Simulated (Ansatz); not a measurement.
Q: Each is relaxed and computed with PBEsol in the plane-wave PAW code Ansatz. Which is the only one with a gap?
A. YGe3, Cmcm (Y on 4c, Ge on 4c, Ge on 4c, Ge on 4c)
B. NaHO, Cmcm (Na on 4c, H on 4c, O on 4c)
C. Ni2H, P-3m1 (Ni on 2d, H on 1a)
D. ZrSi2, Cmcm (Si on 4c, Si on 4c, Zr on 4c)

A: B, NaHO, Cmcm (Na on 4c, H on 4c, O on 4c). NaHO: gap 2.99 eV (direct); YGe3: metal; ZrSi2: metal; Ni2H: metal. Spin orders computed, not proven ground states: Ni2H, P-3m1 (Ni on 2d, H on 1a) ferromagnetic. Standing as an ambient phase not checked: NaHO, Cmcm (Na on 4c, H on 4c, O on 4c); YGe3, Cmcm (Y on 4c, Ge on 4c, Ge on 4c, Ge on 4c); Ni2H, P-3m1 (Ni on 2d, H on 1a). All cells were relaxed under the symmetry of their starts (and spin orders); stability against distortions was not tested throughout. Rows with no word on spin ran without spin polarisation. Spin–orbit coupling is left out wherever it is not named.

Potentials: the later of the program's two PAW sets.
